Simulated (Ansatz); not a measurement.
The cell is an ordered 8-atom cell of Ga₄Sb₃N on the zincblende lattice (Pmm2); cell and atoms were relaxed with r2SCAN. Space group Pmm2 (No. 25), orthorhombic; a = 4.053 Å, b = 8.254 Å, c = 5.625 Å in the conventional setting, 23.52 Å³ an atom. N has 4 Ga at 1.97–2.24 Å; Ga has 2 N at 2.24 Å and 2 Sb at 2.65 Å; Sb has 4 Ga at 2.57–2.65 Å; Ga has 1 N at 1.97 Å and 3 Sb at 2.62–2.77 Å; Sb has 4 Ga at 2.61–2.77 Å; Ga has 4 Sb at 2.57–2.61 Å.

```cif
data_structure
_symmetry_space_group_name_H-M 'Pmm2'
_symmetry_Int_Tables_number 25
_cell_length_a 4.0534
_cell_length_b 8.2543
_cell_length_c 5.6249
_cell_angle_alpha 90.000
_cell_angle_beta 90.000
_cell_angle_gamma 90.000
_cell_volume 188.20
loop_
_atom_site_label
_atom_site_type_symbol
_atom_site_symmetry_multiplicity
_atom_site_Wyckoff_symbol
_atom_site_fract_x
_atom_site_fract_y
_atom_site_fract_z
_atom_site_occupancy
N1 N 1 a 0.00000 0.00000 0.00987 1
Ga1 Ga 1 c 0.50000 0.00000 0.84112 1
Sb1 Sb 2 h 0.50000 0.77596 0.50389 1
Ga2 Ga 2 g 0.00000 0.80459 0.21081 1
Sb2 Sb 1 b 0.00000 0.50000 0.00590 1
Ga3 Ga 1 d 0.50000 0.50000 0.71373 1
```

The questions ask for values computed with the plane-wave code Ansatz on this geometry. (Calculated; non-magnetic; the phase may be known or hypothetical.)

Given (6×4×4 mesh): PBE gives no gap: the lowest nominally empty band dips 0.29 eV below the top of the last filled one (its bottom at Z, the top at Γ–Z (0.40 of the way from Γ)), so the cell is a metal or semimetal at this level.

Q: Estimate the gap with PBE+SOC on 6×4×4.

A: PBE+SOC gives no gap: the lowest nominally empty band dips 0.26 eV below the top of the last filled one (its bottom at U, the top at k = (0, 1/4, 1/4)), so the cell is a metal or semimetal at this level.

Q: How does the gap change from PBE to r2SCAN (6×4×4)?

A: With r2SCAN the bands overlap by 0.13 eV (counted from 1, band 51 peaks at Y and band 52 bottoms out at Z): no gap.

Q: What do these levels agree on?

A: No level opens a gap, but no hybrid is among them, and semilocal functionals can close a real gap.

Only the levels marked +SOC include spin-orbit coupling.

Coordinates of k points refer to the reciprocal vectors of the primitive cell of the runs.
